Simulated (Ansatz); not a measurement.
Relaxed TiO₂ (rutile):

```xyz
6
Lattice="4.6434 0.0000 0.0000 0.0000 4.6434 0.0000 0.0000 0.0000 2.9638" Properties=species:S:1:pos:R:3 pbc="T T T"
Ti     0.0000     0.0000     0.0000
Ti     2.3217     2.3217     1.4819
O      1.4168     1.4168     0.0000
O      3.7385     0.9049     1.4819
O      0.9049     3.7385     1.4819
O      3.2266     3.2266     0.0000
```

The numbers are results of PBE (plane waves to 420 eV, PAW, scalar-relativistic; Ansatz, an electronic-structure program), not measurements. k mesh 6×6×9 (Γ-centred), Fermi-Dirac smearing 0.05 eV. TiO2 is run without spin polarisation. TiO2 was relaxed with its symmetry unable to fall.

One atom of the cell was then moved (with its periodic images), all else fixed, and the forces (eV/Å) came out as:

```json
[
 {"atom": "Ti1", "Fx": "1.535", "Fy": "1.535", "Fz": "0.000"},
 {"atom": "Ti2", "Fx": "-2.320", "Fy": "-2.320", "Fz": "0.000"},
 {"atom": "O3", "Fx": "0.214", "Fy": "0.214", "Fz": "0.000"},
 {"atom": "O4", "Fx": "-0.085", "Fy": "0.026", "Fz": "0.000"},
 {"atom": "O5", "Fx": "0.026", "Fy": "-0.085", "Fz": "0.000"},
 {"atom": "O6", "Fx": "0.630", "Fy": "0.630", "Fz": "0.000"}
]
```

Which atom was moved, and by which vector (Å)?

Ti2, by (0.11, 0.11, 0.00), 0.16 Å in all.

(For displaced atoms, the force is minus the slope of the energy, and its curvature is a force constant, which sets phonon frequencies.)
